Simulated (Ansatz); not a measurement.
The calculation used DFT PBE, scalar-relativistic, plane waves, PAW, and for the lanthanide a 4f-in-core norm-conserving potential (Ansatz 0.2.0). All cells share a 660 eV cutoff and Γ-centred k meshes spaced at most about 0.3 Å⁻¹ (about 0.25 or finer for metals, 2π included). No spin polarisation in the final relaxations.

Temperature and zero-point effects are left out.

Two forms of Nd4O were relaxed alike.

A.

```
CELL_PARAMETERS angstrom
3.65609 -5.33304 0.00000
3.65609 5.33304 0.00000
0.00000 0.00000 3.67732
ATOMIC_POSITIONS crystal
Nd 0.76538 0.76538 0.50000
Nd 0.23462 0.23462 0.50000
Nd 0.76356 0.23644 0.00000
Nd 0.23644 0.76356 0.00000
O 0.00000 0.00000 0.00000
```

B.

```
CELL_PARAMETERS angstrom
5.43383 0.00000 0.00000
0.00000 5.43383 0.00000
0.00000 0.00000 5.43383
ATOMIC_POSITIONS crystal
Nd 0.24273 0.24273 0.24273
Nd 0.75727 0.75727 0.24273
Nd 0.75727 0.24273 0.75727
Nd 0.24273 0.75727 0.75727
O 0.00000 0.00000 0.00000
```

Question: Which is lower in energy, and by how much?

Answer: They are level within the accuracy (4 meV/atom apart, with B the lower in these runs). A has space group Cmmm (No. 65), 28.7 Å³/atom and no gap on its mesh; B has space group P-43m (No. 215), 32.1 Å³/atom and no gap. Counting Nd atoms around O (those within 1.25 times the shortest such distance or 1.15 times the sum of covalent radii, 1.27 where that leaves under three), A has O 6 and B has O 4. Both come from invented guesses. A third cell relaxed alike, in Pm-3m, lies 58 meV/atom below the lower of the two.

The k mesh leaves some 4 meV/atom of noise in the energy of each metallic cell. With atoms moved at random, P-43m came back. Other cells relaxed within their symmetry can be saddle points.

The lanthanide is trivalent by construction, without f bands, f moments or other valences.
